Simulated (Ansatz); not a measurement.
# YTe: input and output

Input file of Ansatz 0.2.0:

```yaml
crystal:
  lattice:
    - [0.0, 3.01924513, 3.01924513]
    - [3.01924513, 0.0, 3.01924513]
    - [3.01924513, 3.01924513, 0.0]
  atoms:
    - { symbol: "Y", position: [0.0, 0.0, 0.0] }
    - { symbol: Te, position: [0.5, 0.5, 0.5] }
  symmetry: { tolerance: 0.0003 }
kpoints:
  mp_grid: { grid: [10, 10, 10], shift: [0, 0, 0] }
  band_path:
    path:
      - [0.0, 0.0, 0.0]
      - [0.5, 0.0, 0.5]
      - [0.625, 0.25, 0.625]
      - [0.375, 0.375, 0.75]
      - [0.0, 0.0, 0.0]
      - [0.5, 0.5, 0.5]
      - [0.5, 0.25, 0.75]
      - [0.5, 0.0, 0.5]
    npoints: 20
magnetization:
  spin_polarized: false
scf:
  occupations: { method: fermi_dirac }
  lower_state_search: "off"
  max_iter: 200
hamiltonian:
  pseudopotentials: { kind: paw }
  xc: r2scan
basis:
  ecutwfc: 500
  fft_grid_basis: typed
output:
  forces: true
  stress: true
  eigenvalues: true
  bader: true
  populations: true
  elf: true
  write_potential: true
  volumetric_format: npy
  dos:
    e_range: [-12, 8]
    de: 0.05
    projected: { site_lists: { Te: [Te], "Y": ["Y"] } }
  write_density: true
checkpoint:
  read: saved_state
```

Command:

```sh
ansatz run input.yaml --threads 1 --pin off --max-ram 2560MiB --backend cpu --events-out ev --progress --plain --runs-dir out
```

The saved state is an earlier solution for the same cell, perhaps on another mesh. 

Excerpt of what it printed:

```
Pseudopotentials: kind: paw
Pseudopotential: Y, paw, valence charge 11, recommended cutoff 500 eV (meta_gga), Y.paw.azcp
Pseudopotential: Te, paw, valence charge 16, recommended cutoff 500 eV (meta_gga), Te.paw.azcp
Functional definition: r2SCAN
  exchange = r2scan_x(k0 = k0, k1 = k1, a1 = a1)
  correlation = r2scan_c
Crystal: 2 atoms, lattice volume = 55.046 Å³
Basis set: ecut = 500 eV, 1411 PW (Γ), exchange–correlation on 128×128×128 points (64 copies of the dense FFT grid, shifted against one another)
Bands: 18, of which v1, the nominal top of the filled ones, is band 14 counted from 1 (13 counted from 0)
Symmetry: 48 space group operations
Space group: Fm-3m (ITA 225), of the structure as read, at distance tolerance 1.1e-3 Å
k-points: 47 of 1000
Initial density: read from a saved state, or passed on in memory by an earlier SCF of this step, an earlier step, the calling program or the single point that the run made first
Functional: x = r2scan, c = r2scan; τ floored in thin density (d = 2e-4 eV/Å³)
SCF iter   1: F=-10857.5746 eV  Δρ=6.14e-4  dr2=9.78e-5  dr2_τ=1.36e-4
SCF iter   2: F=-10857.5747 eV  Δρ=3.49e-4  dr2=3.39e-5  dr2_τ=7.32e-6
SCF iter   3: F=-10857.5747 eV  Δρ=6.98e-5  dr2=3.12e-6  dr2_τ=3.94e-7
SCF iter   4: F=-10857.5747 eV  Δρ=4.52e-5  dr2=1.24e-6  dr2_τ=5.54e-8
SCF iter   5: F=-10857.5747 eV  Δρ=8.38e-6  dr2=5.24e-8  dr2_τ=7.39e-9
Free energy (F): -10857.5747 eV
Harris-Foulkes:  -10857.5747 eV  (|F-HF|=7.94e-8)
Internal energy: -10857.5393 eV  (E = F + TS)
E sigma→0 (E₀):  -10857.5570 eV
Entropy (-TS):   -0.0353 eV (-17.670 meV/atom)
Fermi energy:    12.9844 eV
--- Stress (GPa, compression-positive) ---
        4.7516       0.0000       0.0000
        0.0000       4.7516       0.0000
        0.0000       0.0000       4.7516
  P = ⅓ Tr σ = 4.7516 GPa (47.516 kbar)
--- Bader charges: 2 sites ---
  site symbol  charge [e]  shift [e]
     0      Y      1.6079     0.0000
     1     Te     -1.6079     0.0000
```

Origin: a database entry at a rescaled volume. Caveats: odd electron count without spin polarisation, so a magnetic state may lie lower.

Run time, from a saved density: 15 s on 1 thread of Intel(R) Xeon(R) 6975P-C (Granite Rapids), on a shared host, peak memory 0.59 GiB.
